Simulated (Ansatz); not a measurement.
Zone-centre phonons of BeC$_{2}$ at 12 GPa: input and output

Computed with DFT LDA, scalar-relativistic, plane waves, PAW in Ansatz.

It can be run as:
```bash
ansatz run input.yaml --threads 1 --pin off --backend cpu --events-out ev --progress --plain --runs-dir out  # memory cap (--max-ram) not shown
```

Input (bare energies are in eV):
```yaml
crystal:
  lattice:
    - [-1.6237943168, 1.6237943168, 2.3214236899]
    - [1.6237943168, -1.6237943168, 2.3214236899]
    - [1.6237943168, 1.6237943168, -2.3214236899]
  atoms:
    - { symbol: Be, position: [0.0, 0.0, 0.0] }
    - { symbol: C, position: [0.6340412362, 0.6340412362, 0.0] }
    - { symbol: C, position: [0.3659587638, 0.3659587638, 0.0] }
basis:
  ecutwfc: 420
kpoints:
  mp_grid: { grid: [12, 12, 12] }
hamiltonian:
  xc: lda
scf:
  occupations: { method: fixed }
output:
  eigenvalues: true
phonons:
  method: dfpt
  dielectric: true
  rigid_motions: translations
  eigenvectors: true
```

The end of the output:
```
--- Phonons (Γ-DFPT): 4 representative perturbations + reference, on 476 of 1728 k-points (Σ response iterations 10) ---
  k mesh reduced under 2 symmetry operations, with k and −k counted as one. Each operation leaves every solved perturbation unchanged. A smaller set is not considered because the run solves the response ...
  ASR residual: 1.436e-4 → 0.000e0 eV/Å²; symmetrization residual: 3.344e-7 eV/Å²
  ASR residual per site (eV/Å²): 3.07e-5 1.44e-4 1.44e-4
  Γ frequencies (cm⁻¹): -473.58 -473.58 0.00 0.00 0.00 445.71 445.71 1062.86 1950.84
  ε∞ (high-frequency dielectric tensor):
        7.412830     0.000000     0.000000
        0.000000     7.412830    -0.000000
        0.000000    -0.000000    10.543972
  softest optical mode at Γ: -473.58 cm⁻¹; the repairs (sum rule, projections) moved no ω² at Γ by more than (1.83 cm⁻¹)²
  Born effective charges Z* (e; rows j = field, columns β = displacement):
    site 0:
         2.94169    0.00000    0.00000
        -0.00000    2.94169   -0.00000
         0.00000    0.00000    1.04047
    site 1:
        -1.47085   -0.00000   -0.00000
        -0.00000   -1.47085   -0.00000
        -0.00000    0.00000   -0.52024
    site 2:
        -1.47085   -0.00000   -0.00000
         0.00000   -1.47085    0.00000
        -0.00000   -0.00000   -0.52024
  Z* charge neutrality: 1.240e-3 e pre-enforcement
  solved inside a basis spanned on kpoints, on 12×12×12 k-points, its susceptibility summed on 16×16×18: ε∞ is read to err by 3.9e-2, Z* by 1.6e-2 e (field_mesh: kpoints solves on kpoints); Z* is corrected for ...
  optical modes at Γ without the LO–TO term, one row a degenerate level:
      ω (cm⁻¹) modes IR ((D/Å)²/amu)
       -473.58      2            60.9272
        445.71      2             0.0000
       1062.86      1             3.8111
       1950.84      1             0.0000
  optical modes at Γ + LO–TO along q̂ = [1.0000, 0.0000, 0.0000]:
      ω (cm⁻¹) modes IR ((D/Å)²/amu)
       -473.58      1            30.4636
        365.67      1            30.4636
        445.71      2             0.0000
       1062.86      1             3.8111
       1950.84      1             0.0000
  optical modes at Γ + LO–TO along q̂ = [0.0000, 1.0000, 0.0000]:
      ω (cm⁻¹) modes IR ((D/Å)²/amu)
       -473.58      1            30.4636
        365.67      1            30.4636
        445.71      2             0.0000
       1062.86      1             3.8111
       1950.84      1             0.0000
  optical modes at Γ + LO–TO along q̂ = [0.0000, 0.0000, 1.0000]:
      ω (cm⁻¹) modes IR ((D/Å)²/amu)
       -473.58      2            60.9272
        445.71      2             0.0000
       1077.57      1             3.8111
       1950.84      1             0.0000
```

Its imaginary modes show that this cell, built by swapping an element in a database structure, isn't a minimum of the energy. The bands were filled as in an insulator; under compression the gap may have closed between mesh points.

Negative frequencies stand for imaginary ones: the cell is unstable against these modes.